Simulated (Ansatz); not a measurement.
Sr3SbN, in the lowest of the structures calculated here: Pm-3m (No. 221), cP5, anti-perovskite type; a = b = c = 5.186 Å, α = β = γ = 90.00°; Sr 3c (0.000, 0.500, 0.500); Sb 1a (0.000, 0.000, 0.000); N 1b (0.500, 0.500, 0.500). These are r2SCAN (plane waves to 500 eV, PAW, scalar-relativistic; Ansatz, a quantum-chemistry and plane-wave program) values and carry that method's errors. Element references, the lowest calculated here: Sb (R-3m), N (Pa-3), Sr (Fm-3m); gases are represented by their molecular solids.

What is the computed formation energy of this Pm-3m form of Sr3SbN from the elements (r2SCAN)?

-1.13 eV/atom.

Static energies, no anion corrections, no zero-point energy. Values are rounded to 0.01 eV/atom. Spin-orbit coupling is missing from these energies, which matters for elements this heavy. The compounds carry no spin polarisation.
